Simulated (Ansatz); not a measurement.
Given:

Hf:
```
CELL_PARAMETERS angstrom
      3.17120     0.00000     0.00000
     -1.58560     2.74634     0.00000
      0.00000     0.00000     5.01671
ATOMIC_POSITIONS crystal
  Hf 0.33333 0.66667 0.75000
  Hf 0.66667 0.33333 0.25000
```

This is the PBE+D3(BJ)-relaxed structure. Cartesian axes are those of the cell as given.

Q: All from PBE+D3(BJ) (plane waves, PAW; program Ansatz), unless another level is named. Estimate the Young's modulus.

A: 141 GPa.

Q: Next, the elastic constants (relaxed ions, GPa)?

A: C11 = 183, C12 = 77.8, C13 = 69.4, C33 = 207, C44 = 51.7.

Space group P6_3/mmc (hcp (Mg type)). The cell was relaxed with PBE+D3(BJ) under the symmetry of its start. No spin polarisation was allowed. The pairwise dispersion correction was not fitted to metals. As this level gives no gap, shear constants depend on the k-mesh and smearing (Fermi–Dirac, 0.1 eV here). Spin–orbit coupling is left out wherever it is not named.

Potentials: the later of the program's two PAW sets.
